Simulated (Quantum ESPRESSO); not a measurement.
Hf4Mo2RuOs, input and log of a self-consistent run

A calculation, not a measurement. The program is pw.x of Quantum ESPRESSO 7.5 (plane-wave density functional theory). The cell is made up: eight metal atoms on a face-centred cubic lattice, with elements, volume, strain and displacements drawn at random and not relaxed, so it may be unstable or far from any real phase. PseudoDojo standard norm-conserving files set the functional (PBE unless stated); there is no spin polarisation or spin-orbit coupling, the Fermi-Dirac width of 0.25 eV means electrons at about 2900 K, and the masses in the input are unused placeholders. Heavy elements are run without spin-orbit coupling, which real alloys of them have. A spin test at this wide smearing found no moment, but such smearing suppresses magnetism that the real alloy may have.

Input:

```
&control calculation='scf', pseudo_dir='./dojo.nc.sr.pbe.v0_5.standard.upf', outdir='./o', disk_io='medium', tprnfor=.true., tstress=.true. /
&system ibrav=0, nat=8, ntyp=4, nbnd=72, ecutwfc=84.00895049, nosym=.true., tot_charge=0,
 occupations='smearing', smearing='fd', degauss=0.0183746611
/
&electrons conv_thr=1.470e-08, electron_maxstep=70, mixing_beta=0.5 /
ATOMIC_SPECIES
Hf 1.0 Hf.upf
Mo 1.0 Mo.upf
Os 1.0 Os.upf
Ru 1.0 Ru.upf
CELL_PARAMETERS angstrom
-2.1728 -4.1052 -2.1246
-4.0889 1.9851 2.0029
-0.004 4.0088 -4.0523
ATOMIC_POSITIONS angstrom
Hf -0.0198 -0.0302 -0.011
Mo 0.1305 2.0402 -2.0682
Hf -1.8776 2.0358 -0.1125
Mo -1.9961 4.011 -2.0729
Ru -2.0859 -0.187 -2.0723
Hf -2.1306 2.0367 -3.9537
Os -4.1224 -0.088 -0.1214
Hf -4.2002 1.9756 -2.2262
K_POINTS automatic
5 5 4 1 1 1
```

The log is shortened where brackets say so; the opening notice, blank lines, dates and the lines on written files are dropped, and the path of the files is cut. It prints rydbergs, bohrs and kilobars, and counts compression as positive stress. Its total energy is the free energy E - TS of the whole cell.

```
     Program PWSCF v.7.5
     Parallel version (MPI & OpenMP), running on       1 processor cores
     Number of MPI processes:                 1
     Threads/MPI process:                     1
     [start-up lines left out]
     bravais-lattice index     =            0
     lattice parameter (alat)  =       9.6520  a.u.
     unit-cell volume          =     929.8318 (a.u.)^3
     number of atoms/cell      =            8
     number of atomic types    =            4
     number of electrons       =       108.00
     number of Kohn-Sham states=           72
     kinetic-energy cutoff     =      84.0090  Ry
     charge density cutoff     =     336.0358  Ry
     scf convergence threshold =      1.5E-08
     mixing beta               =       0.5000
     number of iterations used =            8  plain     mixing
     Exchange-correlation= PBE
                           (   1   4   3   4   0   0   0)
     [axes and pseudopotential details left out]
   Cartesian axes
     site n.     atom                  positions (alat units)
         1        Hf     tau(   1) = (  -0.0038766  -0.0059127  -0.0021537  )
         2        Mo     tau(   2) = (   0.0255501   0.3994434  -0.4049254  )
         3        Hf     tau(   3) = (  -0.3676085   0.3985819  -0.0220260  )
         4        Mo     tau(   4) = (  -0.3908092   0.7852992  -0.4058456  )
         5        Ru     tau(   5) = (  -0.4083908  -0.0366121  -0.4057281  )
         6        Hf     tau(   6) = (  -0.4171425   0.3987581  -0.7740807  )
         7        Os     tau(   7) = (  -0.8071098  -0.0172292  -0.0237685  )
         8        Hf     tau(   8) = (  -0.8223420   0.3867956  -0.4358597  )
     number of k points=    50  Fermi-Dirac smearing, width (Ry)=  0.0184
                       cart. coord. in units 2pi/alat
        k(    1) = (  -0.1713769   0.0315747  -0.1261478), wk =   0.0400000
        k(    2) = (  -0.2084899   0.1524117  -0.3216767), wk =   0.0400000
     [further k points left out]
     Dense  grid:    96749 G-vectors     FFT dimensions: (  60,  60,  64)
     Estimated max dynamical RAM per process >     186.11 MB
     Initial potential from superposition of free atoms
     starting charge     107.9887, renormalised to     108.0000
     Starting wfcs are   80 randomized atomic wfcs
     total cpu time spent up to now is       24.8 secs
     per-process dynamical memory:   108.0 Mb
     Self-consistent Calculation
     iteration #  1     ecut=    84.01 Ry     beta= 0.50
     Davidson diagonalization with overlap
     ethr =  1.00E-02,  avg # of iterations =  2.6
     total cpu time spent up to now is       92.5 secs
     total energy              =   -1136.00920648 Ry
     estimated scf accuracy    <       1.69985297 Ry
     iteration #  2     ecut=    84.01 Ry     beta= 0.50
     Davidson diagonalization with overlap
     ethr =  1.57E-03,  avg # of iterations =  3.2
     total cpu time spent up to now is      156.9 secs
     total energy              =   -1135.29541508 Ry
     estimated scf accuracy    <      18.22150520 Ry
     iteration #  3     ecut=    84.01 Ry     beta= 0.50
     Davidson diagonalization with overlap
     ethr =  1.57E-03,  avg # of iterations =  2.0
     total cpu time spent up to now is      217.2 secs
     total energy              =   -1136.75744072 Ry
     estimated scf accuracy    <       2.09444522 Ry
     iteration #  4     ecut=    84.01 Ry     beta= 0.50
     Davidson diagonalization with overlap
     ethr =  1.57E-03,  avg # of iterations =  1.0
     total cpu time spent up to now is      265.6 secs
     total energy              =   -1136.88598022 Ry
     estimated scf accuracy    <       0.13615087 Ry
     iteration #  5     ecut=    84.01 Ry     beta= 0.50
     Davidson diagonalization with overlap
     ethr =  1.26E-04,  avg # of iterations =  3.7
     total cpu time spent up to now is      351.0 secs
     total energy              =   -1136.89987873 Ry
     estimated scf accuracy    <       0.19754640 Ry
     [iterations 6 to 13 left out]
     iteration # 14     ecut=    84.01 Ry     beta= 0.50
     Davidson diagonalization with overlap
     ethr =  6.41E-09,  avg # of iterations =  2.1
     total cpu time spent up to now is      881.8 secs
     total energy              =   -1136.92131858 Ry
     estimated scf accuracy    <       0.00000097 Ry
     iteration # 15     ecut=    84.01 Ry     beta= 0.50
     Davidson diagonalization with overlap
     ethr =  8.99E-10,  avg # of iterations =  3.4
     total cpu time spent up to now is      926.4 secs
     total energy              =   -1136.92131866 Ry
     estimated scf accuracy    <       0.00000039 Ry
     iteration # 16     ecut=    84.01 Ry     beta= 0.50
     Davidson diagonalization with overlap
     ethr =  3.62E-10,  avg # of iterations =  2.0
     total cpu time spent up to now is      976.6 secs
     total energy              =   -1136.92131871 Ry
     estimated scf accuracy    <       0.00000003 Ry
     iteration # 17     ecut=    84.01 Ry     beta= 0.50
     Davidson diagonalization with overlap
     ethr =  2.35E-11,  avg # of iterations =  4.8
     total cpu time spent up to now is     1040.2 secs
     total energy              =   -1136.92131871 Ry
     estimated scf accuracy    <       0.00000002 Ry
     iteration # 18     ecut=    84.01 Ry     beta= 0.50
     Davidson diagonalization with overlap
     ethr =  1.61E-11,  avg # of iterations =  2.0
     total cpu time spent up to now is     1086.5 secs
     End of self-consistent calculation
     [lines on levels left out]
!    total energy              =   -1136.92131871 Ry
     estimated scf accuracy    <          4.6E-09 Ry
     smearing contrib. (-TS)   =      -0.13560725 Ry
     internal energy E=F+TS    =   -1136.78571146 Ry
     The total energy is F=E-TS. E is the sum of the following terms:
     one-electron contribution =    -196.08236898 Ry
     hartree contribution      =     156.92907468 Ry
     xc contribution           =    -231.36079923 Ry
     ewald contribution        =    -866.27161794 Ry
     convergence has been achieved in  18 iterations
     Forces acting on atoms (cartesian axes, Ry/au):
     atom    1 type  1   force =     0.03832039   -0.01144531   -0.07562192
     atom    2 type  2   force =    -0.00315332   -0.01224948    0.01456077
     atom    3 type  1   force =    -0.06569162    0.00656029   -0.01828158
     atom    4 type  2   force =     0.00113655    0.00342223    0.02437055
     atom    5 type  4   force =     0.01659471    0.01909681   -0.00436596
     atom    6 type  1   force =     0.01840703   -0.02088158   -0.02864288
     atom    7 type  3   force =    -0.02114001    0.02837300   -0.00523598
     atom    8 type  1   force =     0.01552626   -0.01287596    0.09321700
     Total force =     0.160062     Total SCF correction =     0.000265
     Computing stress (Cartesian axis) and pressure
          total   stress  (Ry/bohr**3)                   (kbar)     P=      120.25
   0.00123343  -0.00020982   0.00001845          181.44      -30.87        2.71
  -0.00020982   0.00054742   0.00005509          -30.87       80.53        8.10
   0.00001845   0.00005509   0.00067141            2.71        8.10       98.77
     init_run     :     20.30s CPU     24.68s WALL (       1 calls)
     electrons    :    996.71s CPU   1061.75s WALL (       1 calls)
     forces       :     14.51s CPU     14.62s WALL (       1 calls)
     stress       :     64.24s CPU     66.03s WALL (       1 calls)
     [timing details left out]
     PWSCF        :  18m16.11s CPU  19m27.87s WALL
     JOB DONE.
```

In other units: free energy -15468.603 eV for the cell, pressure 12.02 GPa, largest force component 2.397 eV/Å in size. The run took 1169 s of wall time with one process on a shared machine (AMD EPYC, Zen 5, virtual cores), so the time is rough. A rerun of this cell at a higher cutoff and on a denser mesh moved values by no more than 0.004 eV in energy, 0.05 GPa in stress and 0.008 eV/Å in force, and a second program with other atomic files agreed on that cell to 2 % rms in force and 0.5 GPa in pressure.